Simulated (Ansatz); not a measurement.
**Structures of Ta$_{2}$Ag: which is lowest?**

Plane-wave DFT in Ansatz with scalar-relativistic PAW potentials, cutoff 420 eV, Γ-centred meshes chosen by cell and gap, Gaussian smearing with energies taken to zero width. Every cell was relaxed (cell and atoms) in a run of its own, within the symmetry of its start. Functional: PBE.

Relaxed structures (starts from databases or built by putting these elements on another compound's sites):
A. P6/mmm, 3 atoms in the computed cell, a = 4.800 Å, c = 2.764 Å; sites (symmetry × multiplicity) Ta -6m2 × 2, Ag 6/mmm × 1; start: built
B. Fd-3m, 6 atoms in the computed cell, a = 7.727 Å; sites (symmetry × multiplicity) Ta .-3m × 16, Ag -43m × 8; start: built
C. R-3m, 3 atoms in the computed cell, a = 2.882 Å, c = 22.774 Å; sites (symmetry × multiplicity) Ta 3m × 6, Ag -3m × 3; start: built

Task: Rank them by energy. Could pressure change the order?

Result:
```csv
structure,group,E − E(lowest) (meV/atom),V (Å³/atom),gap on mesh (eV)
C,R-3m,0.0,18.20,0.00
B,Fd-3m,297,19.22,0.00
A,P6/mmm,320,18.38,0.00
```

C is lowest, 297 meV/atom under B. The lowest is also the densest of these, so pressure wouldn't bring one of the others in at first order. Other structures may lie lower than all of these, and vibrations aren't counted.

Spin-orbit coupling is left out, which matters for the bands of heavy elements.